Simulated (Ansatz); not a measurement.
Cu₂Te in space group P6/mmm (No. 191; Cu on 4h, Te on 2e), r²SCAN+D4 in the plane-wave PAW code Ansatz, all energies at zero smearing, with the estimated change up to a 700 eV cutoff added, with one set of potentials and settings (totals compare only within such a set). Cell of 6 atoms (4 Cu, 2 Te): -40514.972 eV.

```
element              reference phase  E (eV/atom)
-------  ---------------------------  -----------
Cu        Fm-3m, 1 atoms in the cell   -6631.4395
Te       P3_121, 3 atoms in the cell   -6994.9777
```

Formation energy per atom, worked out: (-40514.972 − 4×(-6631.4395) − 2×(-6994.9777))/6 = 0.124 eV/atom (12 kJ per mol of atoms), at 0 K, without zero-point energy or fitted corrections.

The first step of the workflow began from a Materials Project structure, measured or hypothetical; the Crystallography Open Database copy checked does not list it. Whether it is the stable phase at ambient conditions was not checked. Symmetry was held in the r²SCAN+D4 relaxation; whether a distortion lowers the energy is not shown. The run is not spin-polarised. The references are the lowest solids computed at this level, not always the standard phases. Spin–orbit coupling is left out wherever it is not named.

Potentials: the later of the program's two PAW sets.
